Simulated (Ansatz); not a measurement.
Mg:
```xyz
1
Lattice="3.0342 0.0000 0.0000 -1.5171 2.6277 0.0000 0.0000 0.0000 3.0242" Properties=species:S:1:pos:R:3 pbc="T T T"
Mg     0.0000     0.0000     0.0000
```

Relaxed with LDA. Special points in fractions of this cell's reciprocal vectors: Γ (0.000, 0.000, 0.000); M (0.500, 0.000, 0.000); K (0.333, 0.333, 0.000); A (0.000, 0.000, 0.500); L (0.500, 0.000, 0.500); H (0.333, 0.333, 0.500).

### Question
List the band energies nearest the Fermi level at these points for LDA in the plane-wave PAW code Ansatz.

### Answer
In eV from the Fermi level; about four levels below and three above (degenerate sets whole), none deeper than 8.9 eV; … stands for higher levels left out; points with the same levels are listed once.

```
k        below           above
-  -----------  --------------
Γ        -6.71     8.05 8.79 …
M  -1.57 -1.21     8.26 8.61 …
K            –  0.08 0.08 0.84
A  -3.02 -2.34   14.71 14.71 …
L            –  1.48 2.40 3.02
H            –  3.06 3.06 3.68
```

Space group P6/mmm (simple hexagonal). The first step of the workflow began from a Materials Project structure, measured or hypothetical; the Crystallography Open Database copy checked does not list it. It is not the phase usual at ambient conditions (space group No. 194). The LDA relaxation kept the symmetry of its start. At this level the phase is mechanically unstable.

Potentials: the earlier of the program's two PAW sets. The files were generated under PBE; for other functionals the program regenerates the frozen cores, and for LDA and PBEsol the local potential too.
